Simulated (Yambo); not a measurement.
Yambo run on Sr₂MgWO₆ (space group I4/m, No. 87). The wavefunctions are norm-conserving PBEsol (Quantum ESPRESSO, 84 Ry, without SOC) ones on a 4×4×4 mesh (40 occupied bands); a = b = c = 5.610 Å, α = β = 120.38°, γ = 89.34°.

Yambo input:

```
rim_cut
HF_and_locXC
RandQpts= 1000000
RandGvec= 1 Ry
EXXRLvcs= 84 Ry
VXCRLvcs= 336 Ry
% QPkrange
 1 | 1 | 40 | 41 |
 2 | 2 | 40 | 41 |
 3 | 3 | 40 | 41 |
 6 | 6 | 40 | 41 |
 8 | 8 | 40 | 41 |
%
```

k points by index: 1 = Γ, 2 = (0, 0, 0.25), 3 = X, 6 = N, 8 = P.

Resulting energies as the program prints them:

```
#    K-point    Band    Eo [eV]    Ehf [eV]    Vxc [eV]    Vnlxc [eV]
#
    1    40    -0.006862    -5.152099    -19.68068    -24.82592
    1    41    3.157014    8.357523    -16.97102    -11.77052
    2    40    0.000000    -5.169598    -19.70062    -24.87022
    2    41    3.079239    8.448916    -16.69114    -11.32146
    3    40    -0.017034    -5.187283    -19.64432    -24.81457
    3    41    3.018991    8.529719    -16.51956    -11.00883
    6    40    -0.369786    -5.680578    -19.25336    -24.56415
    6    41    3.447136    8.904209    -17.30364    -11.84657
    8    40    -0.437855    -5.705076    -19.14237    -24.40960
    8    41    3.594448    9.028894    -17.69339    -12.25894
```
Exchange alone, without screening.

Geometry of the Materials Project entry, not relaxed at this level.

The structure is a Materials Project entry; no match was found in the copy of COD used, and its stability was not checked.
